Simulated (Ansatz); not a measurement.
TlI:
```cif
data_ITl
_chemical_formula_sum 'Tl1 I1'
_space_group_name_H-M_alt 'Pm-3m'
_space_group_IT_number 221
_space_group_name_Hall '-P 4 2 3'
_cell_length_a 4.24541
_cell_length_b 4.24541
_cell_length_c 4.24541
_cell_angle_alpha 90.000
_cell_angle_beta 90.000
_cell_angle_gamma 90.000
loop_
_atom_site_label
_atom_site_type_symbol
_atom_site_symmetry_multiplicity
_atom_site_Wyckoff_symbol
_atom_site_fract_x
_atom_site_fract_y
_atom_site_fract_z
_atom_site_occupancy
Tl1 Tl 1 a 0.00000 0.00000 0.00000 1
I1 I 1 b 0.50000 0.50000 0.50000 1
```

Relaxed with r²SCAN+D4.

Q: Which orbitals make up the states near the band edges in plane-wave PAW r²SCAN+D4 (Ansatz code)?

A: Top 1 eV of the valence band: I 5p 87 %, Tl 6s 8 %. Bottom 1 eV of the conduction band: Tl 6p 87 %, I 5p 6 %. Projections are on Löwdin-orthogonalised atomic valence shells; empty p or d shells of many metals are not among them.

Q: Tabulate the density of states.

A: States/eV per cell of 2 atoms, in 0.25 eV bins, energy from the valence-band maximum.

```tsv
E (eV)	total	I 5p	Tl 6p	Tl 6s
-7.89	0.00	0.00	0.00	0.00
-7.64	0.00	0.00	0.00	0.00
-7.39	0.00	0.00	0.00	0.00
-7.14	0.00	0.00	0.00	0.00
-6.89	0.00	0.00	0.00	0.00
-6.64	0.00	0.00	0.00	0.00
-6.39	0.00	0.00	0.00	0.00
-6.14	0.00	0.00	0.00	0.00
-5.89	0.00	0.00	0.00	0.00
-5.64	0.00	0.00	0.00	0.00
-5.39	0.37	0.10	0.01	0.26
-5.14	1.22	0.28	0.05	0.87
-4.89	2.78	0.49	0.14	2.06
-4.64	1.58	0.23	0.10	1.21
-4.39	0.96	0.11	0.07	0.77
-4.14	0.59	0.05	0.04	0.50
-3.89	0.32	0.02	0.02	0.29
-3.64	0.16	0.00	0.01	0.15
-3.39	0.01	0.00	0.00	0.01
-3.14	0.00	0.00	0.00	0.00
-2.89	0.00	0.00	0.00	0.00
-2.64	0.11	0.08	0.03	0.00
-2.39	0.88	0.63	0.23	0.01
-2.14	1.72	1.27	0.38	0.05
-1.89	3.03	2.35	0.53	0.13
-1.64	2.41	1.85	0.37	0.17
-1.39	2.36	1.87	0.27	0.19
-1.14	2.45	2.01	0.22	0.19
-0.89	2.93	2.52	0.20	0.19
-0.64	3.15	2.79	0.14	0.19
-0.39	3.39	3.05	0.07	0.25
-0.14	1.55	1.28	0.02	0.24
0.11	0.00	0.00	0.00	0.00
0.36	0.00	0.00	0.00	0.00
0.61	0.00	0.00	0.00	0.00
0.86	0.00	0.00	0.00	0.00
1.11	0.00	0.00	0.00	0.00
1.36	0.00	0.00	0.00	0.00
1.61	0.00	0.00	0.00	0.00
1.86	0.00	0.00	0.00	0.00
2.11	0.01	0.00	0.01	0.00
2.36	0.20	0.01	0.18	0.00
2.61	0.36	0.02	0.33	0.00
2.86	0.62	0.04	0.53	0.00
3.11	0.81	0.07	0.66	0.01
3.36	1.18	0.13	0.94	0.01
3.61	2.09	0.24	1.63	0.02
3.86	2.39	0.32	1.81	0.03
4.11	1.84	0.29	1.36	0.02
4.36	1.60	0.23	1.21	0.02
4.61	1.45	0.21	1.12	0.01
4.86	1.60	0.23	1.23	0.01
5.11	1.66	0.23	1.30	0.01
5.36	1.62	0.17	1.32	0.02
5.61	2.34	0.20	1.96	0.02
5.86	3.19	0.25	2.70	0.02
6.11	0.79	0.06	0.64	0.00
6.36	0.18	0.01	0.13	0.00
6.61	0.10	0.01	0.07	0.00
6.86	0.20	0.00	0.04	0.00
```

The workflow started from a Materials Project entry (that database holds measured and hypothetical structures alike); the Crystallography Open Database files this formula in space group No. 221, but the cells were not matched. Whether it is the stable phase at ambient conditions was not checked. The r²SCAN+D4 relaxation kept the symmetry of its start; whether a distortion lowers the energy is not shown. Spin–orbit coupling is left out wherever it is not named.

Potentials: the later of the program's two PAW sets.
